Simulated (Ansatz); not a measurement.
This guess for Sn₂PbO₃ is about to be relaxed.

```
Sn Pb O
1.0
     3.91312    0.00000    0.00000
     0.00000   11.73935    0.00000
     0.00000    0.00000    4.97734
Sn Pb O
4 2 6
Direct
  0.00000 0.83333 0.23850
  0.00000 0.16667 0.23850
  0.50000 0.33333 0.76150
  0.50000 0.66667 0.76150
  0.00000 0.50000 0.23850
  0.50000 0.00000 0.76150
  0.00000 0.33333 0.00000
  0.00000 0.66667 0.00000
  0.00000 0.00000 0.00000
  0.50000 0.50000 0.00000
  0.50000 0.83333 0.00000
  0.50000 0.16667 0.00000
```

All numbers below come from DFT PBE, scalar-relativistic, plane waves, PAW in Ansatz. Cutoff 420 eV, Gaussian smearing, Γ-centred meshes. Cell and atoms relax first on a coarse mesh and then on a converged one. In between, the cell is made exact in the group found at 0.06 Å. The steps can't lower the symmetry of their start. No spin polarisation.

A guess keeps its type if space group and coordination stay and the shape of the cell changes little (axis ratios within about 15 %, angles within 6°); the volume may change.

Task: Will the relaxed cell still be of the starting type?

Result: It keeps its type. The symmetry stays Pmmn (No. 59). The volume per atom grows by 5.3 %, from 19.1 to 20.1 Å³. The shortest distance goes from 2.29 Å (Pb–O and Sn–O) to 2.20 Å (Sn–O). Counting neighbours within 15 % of an atom's shortest distance, the start has O 4, Pb 4, Sn 4 and the end O 4, Pb 4, Sn 4.

The last run used an 8×4×6 mesh (in the run's order of axes) for its 12-atom cell and Gaussian smearing of 0.02 eV. No dispersion correction is applied, so the spacing and binding between layers, chains or molecules are poorly described. Spin–orbit coupling, which can matter for Pb, is left out. Symmetry constrained the relaxation, so the result can be a saddle point.
